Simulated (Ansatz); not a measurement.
The relaxed structure here is a generated cell of NbSi: the first start was made by placing the elements on the sites of a structure type, and the end was not matched to a known phase here, so it may be hypothetical.

The end point of a relaxation of NbSi. Space group P6/mmm (No. 191), AFLOW prototype AB_hP6_191_f_ad (B35, as in CoSn). The numbers are results of r2SCAN (plane waves to 500 eV, PAW, scalar-relativistic; Ansatz, a program for electronic structure), not measurements.

```cif
data_Nb3Si3
_chemical_formula_sum 'Nb3 Si3'
_space_group_name_H-M_alt 'P6/mmm'
_space_group_IT_number 191
_space_group_name_Hall '-P 6 2'
_cell_length_a 5.57519
_cell_length_b 5.57519
_cell_length_c 4.28209
_cell_angle_alpha 90.000
_cell_angle_beta 90.000
_cell_angle_gamma 120.000
loop_
_atom_site_label
_atom_site_type_symbol
_atom_site_symmetry_multiplicity
_atom_site_Wyckoff_symbol
_atom_site_fract_x
_atom_site_fract_y
_atom_site_fract_z
_atom_site_occupancy
Nb1 Nb 3 f 0.00000 0.50000 0.00000 1
Si1 Si 1 a 0.00000 0.00000 0.00000 1
Si2 Si 2 d 0.33333 0.66667 0.50000 1
```

```yaml
volume_per_atom: 19.21 Å³
density: 5.23 g/cm³
band_gap: zero (metallic)
shortest_distances: Nb–Si 2.68 Å; Nb–Nb 2.79 Å; Si–Si 3.22 Å
k-mesh: 10×10×11
```

Band energies at high-symmetry points (eV from the Fermi level; labels of this space group; no spin-orbit coupling), from −5 eV up to 1.4 eV:

| point | energies |
|---|---|
| Γ | -4.65 -3.84 -3.84 -3.62 -1.91 -1.91 -1.50 -1.50 -1.13 -0.79 -0.79 |
| M | -4.14 -3.77 -3.56 -2.63 -2.34 -1.87 -1.71 -1.30 -1.09 -0.46 0.50 0.82 0.94 |
| K | -3.51 -3.24 -3.24 -3.19 -3.19 -1.64 -1.64 -1.41 -1.36 -0.03 -0.03 1.03 1.03 |
| A | -2.57 -2.57 -2.31 -2.31 -1.42 -1.42 -1.03 -0.38 -0.38 -0.34 -0.01 1.35 1.35 |
| L | -4.67 -3.91 -3.15 -2.71 -2.58 -2.18 -1.01 -0.75 -0.58 0.05 0.10 0.45 0.83 1.33 |
| H | -4.12 -3.88 -3.88 -2.66 -2.66 -1.99 -1.99 -1.13 0.20 0.20 0.44 0.56 1.30 1.42 1.42 |

No spin polarisation in the result. The relaxed primitive cell holds an odd number of electrons. A magnetic state may lie lower.

The run could not lose the symmetry of its start, so the end can be a saddle point.

All atoms sit on sites fixed by symmetry, so only the cell could relax.
